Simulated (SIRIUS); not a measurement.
Set-up for a self-consistent single point of TiO₂ (P-1, 6 atoms in the cell; from Materials Project mp-34688, changed as shown).

```yaml
crystal:
  lattice:
    - [2.64542, -2.64603, 0.00000]
    - [2.69833, 2.69895, 0.00000]
    - [-2.57454, 0.00000, 4.68919]
  atoms:
    - { symbol: Ti, position: [0.13411, 0.86589, 0.25000] }
    - { symbol: Ti, position: [0.86589, 0.13411, 0.75000] }
    - { symbol: O, position: [0.33122, 0.08876, 0.66715] }
    - { symbol: O, position: [0.66878, 0.91124, 0.33285] }
    - { symbol: O, position: [0.91124, 0.66878, 0.83285] }
    - { symbol: O, position: [0.08876, 0.33122, 0.16715] }
```

Method: LDA (PW92), PseudoDojo 0.4 standard norm-conserving LDA (tails mended) pseudopotentials (plane waves; SIRIUS).

SIRIUS settings:

- parameters.ngridk = 5 5 3
- parameters.xc_functionals = [XC_LDA_X, XC_LDA_C_PW]
- parameters.gk_cutoff = 9.165 1/bohr
- parameters.pw_cutoff = 18.331 1/bohr
- parameters.smearing = gaussian
- parameters.smearing_width = 0.000734986 Ha
- potentials = PseudoDojo 0.4 standard norm-conserving LDA (tails mended) pseudopotentials
- parameters.electronic_structure_method = pseudopotential
- parameters.num_bands = 29
- parameters.num_mag_dims = 0
- parameters.num_dft_iter = 100
- parameters.energy_tol = 1e-07 Ha
- parameters.density_tol = 1e-06
- mixer.type = anderson
- mixer.beta = 0.7
- mixer.use_hartree = true

Results:

| Quantity | Result |
|---|---|
| Number of valence electrons | 48 |
| Number of bands | 29 |
| Number of k-points after the program's reduction | 38 |
| Number of plane waves (most at a k-point) | 5898 |
| Number of SCF iterations | 18 |
| FFT grid | 45 × 45 × 64 |
| Free energy E − TS | -5036.8185 eV |
| Pressure | -3.35 GPa |
| Largest force (vector length) | 0.502 eV/Å |

Forces (eV/Å):
```tsv
atom	Fx	Fy	Fz
Ti1	-0.080	0.075	-0.490
Ti2	0.080	-0.075	0.490
O3	-0.024	0.024	0.033
O4	0.024	-0.024	-0.033
O5	0.040	0.019	-0.025
O6	-0.040	-0.019	0.025
```

Stress (GPa, positive for compression):
```
-4.39  -4.38  -0.61
-4.38  -4.40  -0.53
-0.61  -0.53  -1.25
```

For comparison: a first run was changed to give this one (lattice vector b scaled by 1.02), and from it to this one the free energy goes up by 5.8 meV/atom, the pressure goes from 1.09 to -3.35 GPa and the largest force goes from 0.136 to 0.502 eV/Å.

The structure comes from a collection of computed structures, made at another level of theory; the collection holds predicted forms beside known ones. Its lattice was then scaled.

Cost on one core: about 6 core-minutes (a rough figure).

“Tails mended”: in these copies of the files the far tail of each local potential was reset to the Coulomb form.
